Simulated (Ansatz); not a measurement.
NaAuO2:
```cif
data_Au2Na2O4
_chemical_formula_sum 'Na2 Au2 O4'
_space_group_name_H-M_alt 'C2/m'
_space_group_IT_number 12
_space_group_name_Hall '-C 2y'
_cell_length_a 6.63114
_cell_length_b 3.01403
_cell_length_c 6.14400
_cell_angle_alpha 90.000
_cell_angle_beta 119.026
_cell_angle_gamma 90.000
loop_
_space_group_symop_operation_xyz
  'x, y, z'
  '-x, -y, -z'
  '-x, y, -z'
  'x, -y, z'
  'x+1/2, y+1/2, z'
  '-x+1/2, -y+1/2, -z'
  '-x+1/2, y+1/2, -z'
  'x+1/2, -y+1/2, z'
loop_
_atom_site_label
_atom_site_type_symbol
_atom_site_symmetry_multiplicity
_atom_site_Wyckoff_symbol
_atom_site_fract_x
_atom_site_fract_y
_atom_site_fract_z
_atom_site_occupancy
Na1 Na 2 d 0.00000 0.50000 0.50000 1
Au1 Au 2 b 0.00000 0.50000 0.00000 1
O1 O 4 i 0.09020 0.00000 0.24606 1
```
(The calculation used a cell of 4 atoms; values per cell refer to that cell.)

Relaxed with PBEsol. PBEsol in the plane-wave PAW code Ansatz gives a gap of 1.22 eV.

**Question.** What gap does HSE06 give on the same cell (Ansatz, PAW)?

**Answer.** 3.00 eV, 1.78 eV more. The hybrid was solved on a coarser mesh and at special points; its gap is the smallest among all of these.

Cost on shared cores: the PBEsol run (SCF on a 10×10×5 mesh, then bands and DOS) roughly 70 core-seconds, the HSE06 run (SCF on 8×8×4, then a few points) roughly 3 core-minutes; the tasks are unlike.

The workflow started from a Materials Project entry (that database holds measured and hypothetical structures alike); the Crystallography Open Database copy checked does not list it. Whether it is the stable phase at ambient conditions was not checked. The cell was relaxed with PBEsol under the symmetry of its start; its stability against distortions is not shown here. Spin–orbit coupling is left out wherever it is not named.

Potentials: the later of the program's two PAW sets.
